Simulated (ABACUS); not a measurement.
Set-up for a self-consistent single point of SiO2 (P4_12_12, 12 atoms in the cell; from Materials Project mp-6945, changed as shown).

```
SiO2
1.0
    5.09250     0.00000     0.00000
    0.00000     5.09250     0.00000
    0.00000     0.00000     7.07261
Si O
4 8
Direct
  0.69866   0.69866   0.50000
  0.80134   0.19866   0.75000
  0.30134   0.30134   0.00000
  0.19866   0.80134   0.25000
  0.89357   0.76139   0.32011
  0.73861   0.39357   0.57011
  0.10643   0.23861   0.82011
  0.26139   0.60643   0.07011
  0.39357   0.73861   0.42989
  0.23861   0.10643   0.17989
  0.60643   0.26139   0.92989
  0.76139   0.89357   0.67989
```

All values come from this method and carry its errors: PBE, PseudoDojo 0.5 standard norm-conserving PBE (tails mended) pseudopotentials (plane waves; ABACUS 3.10.1).

ABACUS settings:

- KPT = Gamma 5 5 4 0 0 0
- basis_type = pw
- ecutwfc = 84 Ry
- smearing_method = fixed
- potentials = PseudoDojo 0.5 standard norm-conserving PBE (tails mended)
- symmetry = 1
- symmetry_prec = 1e-05
- ks_solver = dav
- scf_nmax = 100
- scf_thr = 1.0e-09 Ry
- mixing_type = pulay
- mixing_beta = 0.7

Question: Estimate, at this level of theory: pressure and largest force (vector length).

Answer: The run gave:

```
Property                            Value
-----------------------------  ----------
Pressure                        -5.16 GPa
Largest force (vector length)  0.341 eV/Å
```

For comparison: a first run was changed to give this one (lattice scaled by 1.02), and from it to this one the free energy rises by 3.9 meV/atom, the pressure goes from 4.16 to -5.16 GPa and the largest force goes from 0.244 to 0.341 eV/Å.

The structure comes from a collection of computed structures, made at another level of theory; the collection holds predicted forms beside known ones.

Cost on one core: around 8 core-minutes (rough).

“Tails mended”: in these copies of the files the far tail of each local potential was reset to the Coulomb form.
